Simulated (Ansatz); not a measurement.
# InPd (Pm-3m): what a change of settings does

```
CELL_PARAMETERS angstrom
3.24676 0.00000 0.00000
0.00000 3.24676 0.00000
0.00000 0.00000 3.24676
ATOMIC_POSITIONS crystal
In 0.00000 0.00000 0.00000
Pd 0.50000 0.50000 0.50000
```

The conventional cell has a = 3.247 Å, b = 3.247 Å, c = 3.247 Å, α = 90.00°, β = 90.00°, γ = 90.00°. In (atom 1) has 8 Pd at 2.81 Å as nearest neighbours. Around Pd (atom 2) lie 8 In at 2.81 Å.

Unless marked otherwise, the numbers come from PBEsol, PAW on Ansatz 0.2.0's default frozen-core files (fitted under PBE), scalar-relativistic. k mesh 14×14×14, strains of ±0.005, Fermi-Dirac smearing of 0.050 eV, cutoff 420 eV. The cell was relaxed by PAW under this functional. This phase needn't be the one found at ambient conditions.

With these settings the run gives C11 = 147.8, C44 = 61.0 GPa and B_V = 136.9 GPa (clamped ions).

(1) The run is repeated in the same cell with kpoints.mp_grid.grid from [14, 14, 14] to [21, 21, 21]. What moves, and by how much?

Answers

(1) C11: +0.26 %; C44: -12.19 %; B_V: +0.01 %.

Known limits: frozen-core PAW files fitted under PBE, their cores solved anew for the functional of the run; responses of metals move with mesh and smearing; the softest shear constant rests on one k mesh, and a soft shear can herald a distortion on cooling.
